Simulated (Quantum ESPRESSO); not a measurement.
## Ge7Si (input and log of a self-consistent run)

Computed values, not a measurement. The program is pw.x of Quantum ESPRESSO 7.5 (plane-wave density functional theory). The cell is made up: 8 atoms on a zincblende/diamond lattice, with randomly drawn elements, strain and displacements, not relaxed. PseudoDojo standard norm-conserving files (v0.5 for PBE, v0.4.1 for LDA and PBEsol) set the functional; there is no spin polarisation, spin-orbit coupling or dispersion term, and the masses in the input are unused placeholders.

Input:

```
&control calculation='scf', pseudo_dir='./dojo.nc.sr.pbe.v0_5.standard.upf', outdir='./o', disk_io='medium', tprnfor=.true., tstress=.true. /
&system ibrav=0, nat=8, ntyp=2, nbnd=61, ecutwfc=77.98206166, nosym=.true., tot_charge=0,
 occupations='smearing', smearing='fd', degauss=0.0073498644
/
&electrons conv_thr=7.350e-09, electron_maxstep=60, /
ATOMIC_SPECIES
Ge 1.0 Ge.upf
Si 1.0 Si.upf
CELL_PARAMETERS angstrom
5.5623 0.0 0.0
0.0 5.5623 0.0
0.0 0.0 5.5623
ATOMIC_POSITIONS angstrom
Ge -0.1057 0.0177 -0.0227
Ge 0.1386 2.772 2.7659
Ge 2.6963 -0.0755 2.8386
Si 2.7307 2.7149 0.0281
Ge 1.3592 1.3647 1.4051
Ge 1.4744 4.1988 4.2129
Ge 4.2483 1.37 4.2424
Ge 4.187 4.1901 1.3726
K_POINTS automatic
6 6 6 1 1 1
```

The log is shortened where brackets say so; the opening notice, blank lines, dates and the lines on written files are dropped, and the path of the files is cut. It prints rydbergs, bohrs and kilobars, and counts compression as positive stress.

```
     Program PWSCF v.7.5
     Parallel version (MPI & OpenMP), running on       1 processor cores
     Number of MPI processes:                 1
     Threads/MPI process:                     1
     [start-up lines left out]
     bravais-lattice index     =            0
     lattice parameter (alat)  =      10.5112  a.u.
     unit-cell volume          =    1161.3412 (a.u.)^3
     number of atoms/cell      =            8
     number of atomic types    =            2
     number of electrons       =       102.00
     number of Kohn-Sham states=           61
     kinetic-energy cutoff     =      77.9821  Ry
     charge density cutoff     =     311.9282  Ry
     scf convergence threshold =      7.3E-09
     mixing beta               =       0.7000
     number of iterations used =            8  plain     mixing
     Exchange-correlation= PBE
                           (   1   4   3   4   0   0   0)
     [axes and pseudopotential details left out]
   Cartesian axes
     site n.     atom                  positions (alat units)
         1        Ge     tau(   1) = (  -0.0190029   0.0031821  -0.0040810  )
         2        Ge     tau(   2) = (   0.0249177   0.4983550   0.4972583  )
         3        Ge     tau(   3) = (   0.4847455  -0.0135735   0.5103285  )
         4        Si     tau(   4) = (   0.4909300   0.4880895   0.0050519  )
         5        Ge     tau(   5) = (   0.2443593   0.2453481   0.2526113  )
         6        Ge     tau(   6) = (   0.2650702   0.7548676   0.7574025  )
         7        Ge     tau(   7) = (   0.7637668   0.2463010   0.7627061  )
         8        Ge     tau(   8) = (   0.7527462   0.7533035   0.2467684  )
     number of k points=   108  Fermi-Dirac smearing, width (Ry)=  0.0073
     Number of k-points >= 100: set verbosity='high' to print them.
     Dense  grid:   107903 G-vectors     FFT dimensions: (  60,  60,  60)
     Estimated max dynamical RAM per process >     159.17 MB
     Initial potential from superposition of free atoms
     starting charge     101.9936, renormalised to     102.0000
     Starting wfcs are   67 randomized atomic wfcs
     total cpu time spent up to now is       73.5 secs
     per-process dynamical memory:    94.8 Mb
     Self-consistent Calculation
     iteration #  1     ecut=    77.98 Ry     beta= 0.70
     Davidson diagonalization with overlap
     ethr =  1.00E-02,  avg # of iterations =  4.0
     Threshold (ethr) on eigenvalues was too large:
     Diagonalizing with lowered threshold
     Davidson diagonalization with overlap
     ethr =  1.38E-04,  avg # of iterations =  6.6
     total cpu time spent up to now is      419.5 secs
     total energy              =   -1258.87845627 Ry
     estimated scf accuracy    <       0.15448667 Ry
     iteration #  2     ecut=    77.98 Ry     beta= 0.70
     Davidson diagonalization with overlap
     ethr =  1.51E-04,  avg # of iterations =  1.7
     total cpu time spent up to now is      564.1 secs
     total energy              =   -1258.88374760 Ry
     estimated scf accuracy    <       0.00977281 Ry
     iteration #  3     ecut=    77.98 Ry     beta= 0.70
     Davidson diagonalization with overlap
     c_bands:  1 eigenvalues not converged
     ethr =  9.58E-06,  avg # of iterations =  4.3
     total cpu time spent up to now is      722.1 secs
     total energy              =   -1258.88492029 Ry
     estimated scf accuracy    <       0.00438481 Ry
     iteration #  4     ecut=    77.98 Ry     beta= 0.70
     Davidson diagonalization with overlap
     ethr =  4.30E-06,  avg # of iterations =  4.2
     total cpu time spent up to now is      872.1 secs
     total energy              =   -1258.88583188 Ry
     estimated scf accuracy    <       0.00017960 Ry
     iteration #  5     ecut=    77.98 Ry     beta= 0.70
     Davidson diagonalization with overlap
     ethr =  1.76E-07,  avg # of iterations =  3.0
     total cpu time spent up to now is     1050.2 secs
     total energy              =   -1258.88587657 Ry
     estimated scf accuracy    <       0.00003034 Ry
     iteration #  6     ecut=    77.98 Ry     beta= 0.70
     Davidson diagonalization with overlap
     ethr =  2.97E-08,  avg # of iterations =  2.0
     total cpu time spent up to now is     1209.3 secs
     total energy              =   -1258.88588266 Ry
     estimated scf accuracy    <       0.00000116 Ry
     iteration #  7     ecut=    77.98 Ry     beta= 0.70
     Davidson diagonalization with overlap
     ethr =  1.14E-09,  avg # of iterations =  3.4
     total cpu time spent up to now is     1360.3 secs
     total energy              =   -1258.88588287 Ry
     estimated scf accuracy    <       0.00000014 Ry
     iteration #  8     ecut=    77.98 Ry     beta= 0.70
     Davidson diagonalization with overlap
     ethr =  1.35E-10,  avg # of iterations =  2.7
     total cpu time spent up to now is     1546.9 secs
     total energy              =   -1258.88588292 Ry
     estimated scf accuracy    <       0.00000004 Ry
     iteration #  9     ecut=    77.98 Ry     beta= 0.70
     Davidson diagonalization with overlap
     ethr =  3.64E-11,  avg # of iterations =  2.2
     total cpu time spent up to now is     1673.0 secs
     End of self-consistent calculation
     Number of k-points >= 100: set verbosity='high' to print the bands.
     the Fermi energy is     9.9172 ev
!    total energy              =   -1258.88588293 Ry
     estimated scf accuracy    <          4.6E-09 Ry
     smearing contrib. (-TS)   =      -0.00074023 Ry
     internal energy E=F+TS    =   -1258.88514270 Ry
     The total energy is F=E-TS. E is the sum of the following terms:
     one-electron contribution =    -668.76555558 Ry
     hartree contribution      =     404.03214132 Ry
     xc contribution           =    -308.86937658 Ry
     ewald contribution        =    -685.28235186 Ry
     convergence has been achieved in   9 iterations
     Forces acting on atoms (cartesian axes, Ry/au):
     atom    1 type  1   force =     0.07593487   -0.04062333    0.03278573
     atom    2 type  1   force =    -0.05560950    0.03022591    0.02889105
     atom    3 type  1   force =     0.07808987    0.05981406   -0.04128669
     atom    4 type  2   force =     0.03984474    0.01419518    0.00267702
     atom    5 type  1   force =     0.02158558   -0.02878935   -0.02529945
     atom    6 type  1   force =    -0.05389803   -0.04821113    0.05163067
     atom    7 type  1   force =    -0.07346242    0.06111208   -0.07286455
     atom    8 type  1   force =    -0.03248512   -0.04772342    0.02346622
     Total force =     0.233800     Total SCF correction =     0.000350
     Computing stress (Cartesian axis) and pressure
          total   stress  (Ry/bohr**3)                   (kbar)     P=       75.69
   0.00046502  -0.00004097  -0.00008516           68.41       -6.03      -12.53
  -0.00004097   0.00053761  -0.00020964           -6.03       79.08      -30.84
  -0.00008516  -0.00020964   0.00054101          -12.53      -30.84       79.59
     init_run     :     67.25s CPU     73.44s WALL (       1 calls)
     electrons    :   1508.45s CPU   1599.47s WALL (       1 calls)
     forces       :     21.79s CPU     22.11s WALL (       1 calls)
     stress       :     85.78s CPU     86.21s WALL (       1 calls)
     [timing details left out]
     PWSCF        :  28m 4.21s CPU  29m45.33s WALL
     JOB DONE.
```

In other units: free energy -17128.015 eV for the cell, pressure 7.57 GPa, largest force component 2.008 eV/Å. A rerun of this cell at 1347 eV and a 8 x 8 x 8 mesh moved values by no more than 0.004 eV in energy, 0.03 GPa in stress and 0.003 eV/Å in force.